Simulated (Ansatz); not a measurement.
MnGe (rock salt, Fm-3m) under volume change, the program Ansatz at the r²SCAN level (PAW), scaled uniformly.

```json
[
 {"V (Å³/atom)": "15.110", "E − E(relaxed) (meV/atom)": "39.8", "P (GPa)": "9.65"},
 {"V (Å³/atom)": "15.608", "E − E(relaxed) (meV/atom)": "16.2", "P (GPa)": "5.59"},
 {"V (Å³/atom)": "16.106", "E − E(relaxed) (meV/atom)": "3.8", "P (GPa)": "2.55"},
 {"V (Å³/atom)": "16.604", "E − E(relaxed) (meV/atom)": "0.0", "P (GPa)": "0.00"},
 {"V (Å³/atom)": "17.102", "E − E(relaxed) (meV/atom)": "3.2", "P (GPa)": "-2.08"},
 {"V (Å³/atom)": "17.600", "E − E(relaxed) (meV/atom)": "12.6", "P (GPa)": "-3.89"},
 {"V (Å³/atom)": "18.098", "E − E(relaxed) (meV/atom)": "27.3", "P (GPa)": "-5.54"}
]
```

Problem. What does a third-order Birch–Murnaghan fit give for V₀, B₀ and B′?

Solution. V₀ = 16.60 Å³/atom, B₀ = 79.1 GPa, B′ = 5.3.

A made-up cell: these elements were put on the sites of a structure type; neither database checked (COD, Materials Project) lists it. Whether it is the stable phase at ambient conditions was not checked. The r²SCAN relaxation kept the symmetry of its start; whether a distortion lowers the energy is not shown. The final state is ferromagnetic, chosen from 5 collinear starts compared on coarse meshes (ties went to the first, and starts can fall back to one state), not a proven ground state. Other orbital occupations within this spin state were not tried.

Potentials: the later of the program's two PAW sets.
